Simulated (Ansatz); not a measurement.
A trial cell of Al3GaAs4, before relaxation:

```
Al Ga As
1.0
    -2.71943    2.71943    5.43887
     2.71943   -2.71943    5.43887
     2.71943    2.71943   -5.43887
Al Ga As
3 1 4
Direct
  0.00000 0.00000 0.00000
  0.25000 0.75000 0.50000
  0.75000 0.25000 0.50000
  0.50000 0.50000 0.00000
  0.12500 0.12500 0.50000
  0.37500 0.87500 0.00000
  0.62500 0.62500 0.50000
  0.87500 0.37500 0.00000
```

Computed with DFT PBE, scalar-relativistic, plane waves, PAW (Ansatz 0.2.0). Cutoff 420 eV, Gaussian smearing, Γ-centred meshes. Cell and atoms relax first on a coarse mesh and then on a converged one. In between, the cell is made exact in the group found at 0.06 Å. The steps can't lower the symmetry of their start. No spin polarisation.

A guess keeps its type if space group and coordination stay and the shape of the cell changes little (axis ratios within about 15 %, angles within 6°); the volume may change.

Task: Does it keep its structure type, or change into something else?

Result: It keeps its type. The symmetry stays I-42m (No. 121). The volume per atom grows by 17.1 %, from 20.1 to 23.6 Å³. The shortest distance goes from 2.36 Å (Al–As and Ga–As) to 2.48 Å (Al–As). The ratio c/a of the conventional cell changes by a factor of 1.00. Counting neighbours within 15 % of an atom's shortest distance, the start has Al 4, As 4, Ga 4 and the end Al 4, As 4, Ga 4.

The last run used an 8×8×8 mesh for its 8-atom cell and Gaussian smearing of 0.02 eV. A structure relaxed within its symmetry needn't be a true minimum.
